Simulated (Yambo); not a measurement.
MgO (rock salt, space group Fm-3m, No. 225), G0W0@PBE in Yambo with this input:

```
rim_cut
gw0
dyson
el_el_corr
HF_and_locXC
ppa
em1d
RandQpts= 1000000
RandGvec= 1 Ry
EXXRLvcs= 84 Ry
VXCRLvcs= 336 Ry
Chimod= "HARTREE"
% BndsRnXp
 2 | 71 |
%
NGsBlkXp= 14 Ry
% LongDrXp
 1.0 | 1.0 | 1.0 |
%
PPAPntXp= 27.2114 eV
% GbndRnge
 1 | 71 |
%
GTermKind= "BG"
DysSolver= "n"
ExtendOut
```

On a 6×6×6 mesh, with wavefunctions cut at 84 Ry, the gap (Γ → Γ) is 7.257 eV and the valence edge shifts by -1.431 eV.

Problem. What happens with this change: 25 bands in G?

Solution. The gap rises by 0.061 eV, to 7.318 eV; the shift of the valence edge becomes -1.517 eV. Neither run is shown to be the converged limit.

Geometry of the Materials Project entry, not relaxed at this level; primitive cell a = 2.9656 Å, b = 2.9656 Å, c = 2.9656 Å, α = 60.00°, β = 60.00°, γ = 60.00°.

A shift is the quasiparticle energy of the state minus its PBE energy.
